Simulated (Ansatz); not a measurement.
Below is a relaxed structure of Be2Cd2O. The cell was found from a structure generator's guess, not taken from experiment.

Level of theory: Ansatz 0.2.0, DFT PBE, scalar-relativistic, plane waves, PAW. Cutoff 420 eV, Γ-centred mesh, Gaussian smearing, no spin polarisation.

```
CELL_PARAMETERS angstrom
-2.08475 2.08475 6.34506
2.08475 -2.08475 6.34506
2.08475 2.08475 -6.34506
ATOMIC_POSITIONS crystal
Be 0.11192 0.11192 0.00000
Be 0.88808 0.88808 0.00000
Cd 0.25000 0.75000 0.50000
Cd 0.75000 0.25000 0.50000
O 0.00000 0.00000 0.00000
```

Formation energies are uncorrected and refer to the elements' standard structures at the same level (O₂ as a molecule).

Question: What space group does it have?

Answer: I4/mmm (No. 139). Conventional cell: a = 4.169 Å, c = 12.690 Å. Around Be lie 1 O at 1.42 Å and 4 Cd at 2.72 Å; Cd has 4 Be at 2.72 Å and 4 Cd at 2.95 Å; around O lie 2 Be at 1.42 Å.

Question: How far does it lie from the elements in energy?

Answer: −0.42 eV/atom.

Question: Is it a metal?

Answer: Yes, bands cross the Fermi level on the 12×12×12 mesh.

The last run used a 12×12×12 mesh for its 5-atom cell and Gaussian smearing of 0.10 eV. A structure relaxed within its symmetry needn't be a true minimum. Another cell of Be2Cd2O relaxed alike, in I4/mmm, lies 88 meV/atom lower, so this cell isn't the stable form at this level.
